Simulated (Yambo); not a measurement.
## Convergence of the G0W0 gap of Sr₂NH

G0W0@PBEsol for Sr₂NH (space group R-3m, No. 166) in Yambo. Reference settings: 4×4×4 Γ-centred k mesh, 143 bands and a 8 Ry block in the screening, 143 bands in G with the Bruneval-Gonze terminator, plasmon pole fitted at 27.2 eV. The PBEsol gap L → L on this mesh is 1.75 eV; G0W0 gaps are taken between the same points.

| change from the reference | G0W0 gap L → L (eV) | shift of the valence edge (eV) |
|---|---|---|
| reference settings | 2.59 | -0.52 |
| 52 bands in W, 52 bands in G | 2.55 | -0.26 |
| 91 bands in W, 91 bands in G | 2.56 | -0.43 |
| 91 bands in G, no terminator | 2.39 | -0.18 |

The reference isn't shown to be the converged limit.

Geometry of the Materials Project entry, not relaxed at this level; primitive cell a = 6.676 Å, b = 6.676 Å, c = 6.676 Å, α = 33.19°, β = 33.19°, γ = 33.19°.

The structure is a Materials Project entry; no match was found in the copy of COD used, and its stability was not checked.

A shift is the quasiparticle energy of the state minus its PBEsol energy.
